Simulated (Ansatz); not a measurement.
Given:

W:
```yaml
crystal:
  lattice:
    - [5.03231, 0.00000, 0.00000]
    - [0.00000, 5.03231, 0.00000]
    - [0.00000, 0.00000, 5.03231]
  atoms:
    - { symbol: W, position: [0.00000, 0.00000, 0.00000] }
    - { symbol: W, position: [0.50000, 0.50000, 0.50000] }
    - { symbol: W, position: [0.00000, 0.50000, 0.25000] }
    - { symbol: W, position: [0.00000, 0.50000, 0.75000] }
    - { symbol: W, position: [0.25000, 0.00000, 0.50000] }
    - { symbol: W, position: [0.75000, 0.00000, 0.50000] }
    - { symbol: W, position: [0.50000, 0.75000, 0.00000] }
    - { symbol: W, position: [0.50000, 0.25000, 0.00000] }
```

This is the PBEsol-relaxed structure.

Question: All from the program Ansatz at the PBEsol level (PAW), unless another level is named. Give the density of states at the Fermi level.

Answer: 0.31 states/eV per atom (mean over ±0.08 eV).

Question: Next, the gap with spin–orbit coupling?

Answer: none (metallic).

Space group Pm-3n (A15 (β-W type)). The workflow started from an entry of the Crystallography Open Database (COD), which files this formula under 6 space groups. It is not the phase usual at ambient conditions (space group No. 229). The PBEsol relaxation kept the symmetry of its start; of distortions, only those at the zone centre were tested. No spin polarisation was allowed. Spin–orbit coupling is left out wherever it is not named.

Potentials: the earlier of the program's two PAW sets.
